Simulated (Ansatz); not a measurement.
LaWN3:
```
LaWN3
1.0
    2.82380     1.63032     4.57666
   -2.82380     1.63032     4.57666
    0.00000    -3.26064     4.57666
La W N
2 2 6
Direct
  0.53680   0.53680   0.53680
  0.03680   0.03680   0.03680
  0.78547   0.78547   0.78547
  0.28547   0.28547   0.28547
  0.00039   0.10326   0.55578
  0.55578   0.00039   0.10326
  0.10326   0.55578   0.00039
  0.05578   0.60326   0.50039
  0.60326   0.50039   0.05578
  0.50039   0.05578   0.60326
```

Plane-wave PAW PBEsol (Ansatz code) gives a gap of 0.98 eV without spin–orbit coupling, maximum at F, minimum off the standard path, at k = (-0.094, -0.094, 0.021).

Q: What happens when spin–orbit coupling is switched on?

A: The gap drops by 0.05 eV, to 0.93 eV; maximum on the S2–F line, 92 % of the way from S2, minimum on the Γ–S0 line, 25 % of the way from Γ.

Space group R3c. The workflow started from a Materials Project entry (that database holds measured and hypothetical structures alike); the Crystallography Open Database copy checked does not list it. Whether it is the stable phase at ambient conditions was not checked. Symmetry was held in the PBEsol relaxation; phonons on a q-mesh show no instability. No spin polarisation was allowed.

Potentials: the later of the program's two PAW sets.
